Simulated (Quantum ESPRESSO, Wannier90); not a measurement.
**Tight-binding from DFT: TlIO3 (R3m)**

```
begin unit_cell_cart
ang
    3.1507949948    1.8191123384    2.6554330000
   -3.1507949948    1.8191123384    2.6554330000
    0.0000000000   -3.6382246768    2.6554330000
end unit_cell_cart
begin atoms_frac
Tl   0.0087500000  0.0087500000  0.0087500000
I   -0.4981400000 -0.4981400000 -0.4981400000
O   -0.0967200000  0.4618900000  0.4618900000
O    0.4618900000 -0.0967200000  0.4618900000
O    0.4618900000  0.4618900000 -0.0967200000
end atoms_frac
```

Cell from Materials Project (mp-22981), symmetrised, no further relaxation. Not found in the COD (Crystallography Open Database) copy used; not checked further. Level: LDA, no spin polarisation, no spin-orbit coupling; pw.x of Quantum ESPRESSO at 68 Ry with PseudoDojo potentials, 4×4×4 k-points, Wannier90. Density: 8×8×8 mesh, cold smearing 0.01 Ry. Spin-orbit coupling is left out although heavy elements are present.

Band 1 is isolated and gives one Wannier function a cell (I2 5s 33 %, O4 2s 17 %, O5 2s 17 %; spread 1.95 Å²). Its on-site energy is ε = -19.699 eV relative to the valence-band maximum, and its hoppings t(R) = t(−R) to the nearer images are (images within this range that aren't listed have |t| under 5 meV):

```
R (lattice vectors; −R alike)  distance (Å)  t (eV)
-----------------------------  ------------  ------
0 0 1                                  4.50  -0.043
0 1 0                                  4.50  -0.043
1 0 0                                  4.50  -0.043
```

Work out the band energy at Γ, T, H_2, H_0 from these numbers.

For one orbital E(k) = ε + Σ_R 2 t(R) cos(2π k·R), the sum over the listed R.
- Γ, k = (0.000, 0.000, 0.000): E = -19.699 + (-0.043)·(6.00) = -19.96 eV; pw.x: -19.96 eV
- T, k = (0.500, 0.500, 0.500): E = -19.699 + (-0.043)·(-6.00) = -19.44 eV; pw.x: -19.44 eV
- H_2, k = (0.520, 0.480, 0.500): E = -19.699 + (-0.043)·(-5.97) = -19.44 eV; pw.x: -19.44 eV
- H_0, k = (0.500, -0.480, 0.480): E = -19.699 + (-0.043)·(-5.97) = -19.44 eV; pw.x: -19.44 eV

At these points the listed shells miss the plane-wave band by up to 0.00 eV, of a width of 0.52 eV on the path. With all its hoppings the model misses the band by 0.5 meV at worst on the whole path; the listed shells hold nearly all of the dispersion.
